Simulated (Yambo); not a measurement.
RbBr (CsCl type, space group Pm-3m, No. 221), G0W0@PBEsol in Yambo with this input:

```
rim_cut
gw0
dyson
el_el_corr
HF_and_locXC
ppa
em1d
RandQpts= 1000000
RandGvec= 1 Ry
EXXRLvcs= 46 Ry
VXCRLvcs= 184 Ry
Chimod= "HARTREE"
% BndsRnXp
 1 | 250 |
%
NGsBlkXp= 8 Ry
% LongDrXp
 1.0 | 1.0 | 1.0 |
%
PPAPntXp= 27.2114 eV
% GbndRnge
 1 | 250 |
%
GTermKind= "BG"
DysSolver= "n"
ExtendOut
```

On a 4×4×4 mesh, with wavefunctions cut at 46 Ry, the gap (M → Γ) is 6.396 eV and the valence edge shifts by -1.668 eV.

### Question
What happens with this change: 1 Ry block?

### Answer
The gap falls by 0.356 eV, to 6.040 eV; the shift of the valence edge becomes -1.273 eV. Neither run is shown to be the converged limit.

Spin-orbit coupling is included.

Geometry relaxed with PBEsol; primitive cell a = b = c = 4.072 Å, α = β = γ = 90.00°.

This is not the ordinary phase of the substance; no match was found in the copy of COD used, and its stability was not checked.

A shift is the quasiparticle energy of the state minus its PBEsol energy.
